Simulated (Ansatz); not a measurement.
MoS2:
```
CELL_PARAMETERS angstrom
      1.56318     0.90250     5.99107
     -1.56318     0.90250     5.99107
      0.00000    -1.80501     5.99107
ATOMIC_POSITIONS crystal
  Mo 0.99976 0.99976 0.99976
  S  0.41948 0.41948 0.41948
  S  0.24678 0.24678 0.24678
```

Relaxed with LDA. Special points in fractions of this cell's reciprocal vectors: Γ (0.000, 0.000, 0.000); T (0.500, 0.500, 0.500); H2 (0.818, 0.182, 0.500); H0 (0.500, -0.182, 0.182); L (0.500, 0.000, 0.000); S0 (0.341, -0.341, 0.000); S2 (0.659, 0.000, 0.341); F (0.500, 0.000, 0.500).

**Question.** List the band energies nearest the valence-band maximum at these points for LDA in the plane-wave PAW code Ansatz.

**Answer.** In eV from the valence-band maximum; about four levels below and three above (degenerate sets whole), none deeper than 8.9 eV; points with the same levels are listed once.

| k | below | above |
|---|---|---|
| Γ | -2.35 -2.35 -1.47 -1.13 | 1.99 1.99 2.45 2.45 |
| T | -3.51 -3.51 -2.31 -2.31 0.00 | 2.12 2.12 2.26 2.26 |
| H2 | -4.51 -3.98 -2.91 -0.87 | 1.03 2.08 3.01 |
| L | -4.15 -2.44 -1.63 -1.60 | 1.62 1.97 3.36 |
| S0 | -4.52 -3.86 -2.99 -0.85 | 0.99 2.09 2.98 |
| F | -4.04 -3.16 -1.87 -1.41 | 1.56 2.15 2.89 |

Space group R3m. Symmetry was held in the LDA relaxation. No spin polarisation was allowed. A crystal of weakly bound layers computed without a dispersion correction: the cell and the soft elastic constants depend strongly on that. Scalar-relativistic: spin–orbit coupling is off unless named, which matters more the heavier the elements.

Potentials: the earlier of the program's two PAW sets. The files were generated under PBE; for other functionals the program regenerates the frozen cores, and for LDA and PBEsol the local potential too.
